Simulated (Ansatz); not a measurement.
# Ca, first-principles data

Ca:
```cif
data_Ca
_chemical_formula_sum 'Ca1'
_space_group_name_H-M_alt 'P 1'
_space_group_IT_number 1
_cell_length_a 3.74287
_cell_length_b 3.74287
_cell_length_c 3.74287
_cell_angle_alpha 109.471
_cell_angle_beta 109.471
_cell_angle_gamma 109.471
loop_
_space_group_symop_operation_xyz
  'x, y, z'
loop_
_atom_site_label
_atom_site_type_symbol
_atom_site_fract_x
_atom_site_fract_y
_atom_site_fract_z
_atom_site_occupancy
Ca1 Ca 0.00000 0.00000 0.00000 1
```

Space group Im-3m (No. 229), bcc (W type); conventional cell a = b = c = 4.322 Å, α = β = γ = 90.00°.

Method: DFT-PBEsol in the program Ansatz with PAW potentials. Structure relaxed to zero pressure with the same functional. Other levels are named where they apply.

**Cell and energy**

```json
{
 "volume_per_atom": "40.36 Å³",
 "density": "1.65 g/cm³"
}
```

**Electronic structure**

```json
{
  "electronic_character": "metallic (no gap)",
  "Density of states at the Fermi level": "1.4 states/eV per atom (mean over ±0.08 eV)"
}
```

**Mechanics**

```json
{
  "Elastic constants (relaxed ions, GPa)": "C11 = 17.9, C12 = 17.4, C44 = 15.6",
  "mechanical_stability": "stable (all eigenvalues of C positive)"
}
```

This is a known high-temperature phase of the composition, computed here at zero pressure and temperature. The PBEsol relaxation kept the symmetry of its start; its stability against distortions is not shown here. As this level gives no gap, shear constants depend on the k-mesh and smearing (Fermi–Dirac, 0.1 eV here).

Potentials: the later of the program's two PAW sets.
